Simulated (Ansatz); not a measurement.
C:
```xyz
8
Lattice="0.0000 3.7369 3.7369 3.7369 0.0000 3.7369 3.7369 3.7369 0.0000" Properties=species:S:1:pos:R:3 pbc="T T T"
C      3.2102     4.2636     3.2102
C      5.0786     6.1321     6.1321
C      3.2102     3.2102     4.2636
C      6.1321     5.0786     6.1321
C      4.2636     4.2636     4.2636
C      5.0786     5.0786     5.0786
C      4.2636     3.2102     3.2102
C      6.1321     6.1321     5.0786
```

This is the r²SCAN-relaxed structure.

**Question.** All from the program Ansatz at the r²SCAN level (PAW), unless another level is named. Estimate the Poisson's ratio.

**Answer.** 0.37.

**Question.** And the elastic constants (relaxed ions, GPa)?

**Answer.** C11 = 201, C12 = 150, C44 = 71.2.

Space group Fd-3m. The start of the workflow was typed in or built on a structure type. Its sites differ from those of the usual phase in this space group: another stacking or structure type. The r²SCAN relaxation kept the symmetry of its start; whether a distortion lowers the energy is not shown.

Potentials: the later of the program's two PAW sets.
